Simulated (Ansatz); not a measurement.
ZrIr$_{3}$ in space group I4/mmm (No. 139; Ir on 2b, Ir on 4d, Zr on 2a) under volume change, plane-wave PAW PBEsol (Ansatz code), shape and atoms relaxed at each volume.

| V (Å³/atom) | E − E(relaxed) (meV/atom) | P (GPa) |
|---|---|---|
| 13.960 | 134.5 | 34.13 |
| 14.420 | 56.2 | 20.76 |
| 14.881 | 13.2 | 9.49 |
| 15.341 | 0.0 | 0.00 |
| 15.801 | 11.8 | -8.00 |
| 16.261 | 44.7 | -14.72 |
| 16.721 | 95.4 | -20.37 |

Problem. What does a third-order Birch–Murnaghan fit give for V₀, B₀ and B′?

Solution. V₀ = 15.34 Å³/atom, B₀ = 290 GPa, B′ = 4.7.

The cell is a constructed one: a structure type filled with these elements; neither database checked (COD, Materials Project) lists it. COD files the formula under space group No. 221. Its standing as an ambient phase is unchecked. The PBEsol relaxation kept the symmetry of its start; its stability against distortions is not shown here. No spin polarisation was allowed. Scalar-relativistic: spin–orbit coupling is off unless named, which matters more the heavier the elements.

Potentials: the earlier of the program's two PAW sets. The files were generated under PBE; for other functionals the program regenerates the frozen cores, and for LDA and PBEsol the local potential too.
